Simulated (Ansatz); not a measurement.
Generalised stacking fault of LiF (rock salt) on the {100} plane. The cell below holds the perfect crystal with the plane normal along z; tilting its third vector by the shift puts one fault into each cell, between planes 2.00 Å apart, at fixed cell height.

```
LiF
1.0
    2.82150     0.00000     0.00000
    0.00000     2.82150     0.00000
    1.41075     1.41075     5.98530
F Li
3 3
Direct
  0.00000   0.00000   0.83333
  0.33333   0.33333   0.16667
  0.66667   0.66667   0.50000
  0.50000   0.50000   0.83333
  0.83333   0.83333   0.16667
  0.16667   0.16667   0.50000
```

In-plane vectors a = (2.821, 0.000) Å, b = (0.000, 2.821) Å, area 7.96 Å². The shift is s times the vector a (length 2.821 Å), so s = 1 restores the start. The shift is rigid: no atom relaxes. γ = [E(shift) − E(0)] / area.

These are r2SCAN (plane waves to 500 eV, PAW, scalar-relativistic; Ansatz, a program for electronic structure) values and carry that method's errors. k mesh 10×10×10 (Γ-centred), Fermi-Dirac smearing 0.05 eV. E is the zero-smearing estimate. Faults lie only 6.0 Å apart, and holding the cell height and the atoms raises γ above its relaxed value. LiF was relaxed with its symmetry unable to fall. γ is measured from zero shift.

```json
[
 {"s": "0.000", "γ (mJ/m²)": "0"},
 {"s": "0.083", "γ (mJ/m²)": "89"},
 {"s": "0.167", "γ (mJ/m²)": "339"},
 {"s": "0.250", "γ (mJ/m²)": "697"},
 {"s": "0.333", "γ (mJ/m²)": "1075"},
 {"s": "0.417", "γ (mJ/m²)": "1365"},
 {"s": "0.500", "γ (mJ/m²)": "1473"},
 {"s": "0.583", "γ (mJ/m²)": "1365"},
 {"s": "0.667", "γ (mJ/m²)": "1075"},
 {"s": "0.750", "γ (mJ/m²)": "697"},
 {"s": "0.833", "γ (mJ/m²)": "339"},
 {"s": "0.917", "γ (mJ/m²)": "89"}
]
```

Question: Does γ have a local minimum between the ends of the line, and at which s?

Answer: No computed point is one.

Question: By a periodic cubic spline through the points, what shear stress does the steepest rise of γ from s = 0 correspond to?

Answer: 16 GPa. A slope of 1 mJ/m² per Å is 0.01 GPa.

(The slope of γ gives the shear force per area between the displaced halves; near zero shift its curvature is an elastic stiffness.)
